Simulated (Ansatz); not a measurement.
A distorted cell of Se (trigonal-Se type, space group P3_121):

```yaml
crystal:
  lattice:
    - [9.01316, 0.00000, 0.00000]
    - [-2.25329, 3.90281, 0.00000]
    - [0.00000, 0.00000, 4.98884]
  atoms:
    - { symbol: Se, position: [0.03816, 0.89709, 0.83333] }
    - { symbol: Se, position: [0.60844, 0.00000, 0.83333] }
    - { symbol: Se, position: [0.00000, 0.21689, 0.16667] }
    - { symbol: Se, position: [0.50000, 0.21689, 0.16667] }
    - { symbol: Se, position: [0.39156, 0.78311, 0.50000] }
    - { symbol: Se, position: [0.89156, 0.78311, 0.50000] }
```

Method: r2SCAN (plane waves to 500 eV, PAW, scalar-relativistic; Ansatz, an electronic-structure program). k mesh 7×7×6 (Γ-centred), Fermi-Dirac smearing 0.05 eV. The energy includes the smearing's −TS. Stress and pressure are positive under compression. Se was relaxed with its symmetry unable to fall. The PAW data are Ansatz's earlier set.

### Question
Predict the force on every atom, in eV/Å.

### Answer
```
atom      Fx      Fy      Fz
----  ------  ------  ------
Se1    4.641   1.287   4.104
Se2   -0.059  -0.044   0.013
Se3   -0.570   1.065   0.127
Se4   -0.068  -0.213  -0.037
Se5    0.069   0.068  -0.018
Se6   -4.012  -2.164  -4.190
```

### Question
Give the stress tensor in GPa and the pressure.

### Answer
```
    4.7      0.9      4.4
    0.9      2.7      2.1
    4.4      2.1      9.2
```
The pressure, a third of the trace, is 5.6 GPa.

### Question
In it atom 1 sits (-0.402, -0.402, 0.000) Å away from its relaxed site. What is its energy relative to the relaxed cell?

### Answer
1119 meV/cell.

(A displaced cell: forces are minus the slopes of the energy, force constants its curvatures, and phonons follow from these.)
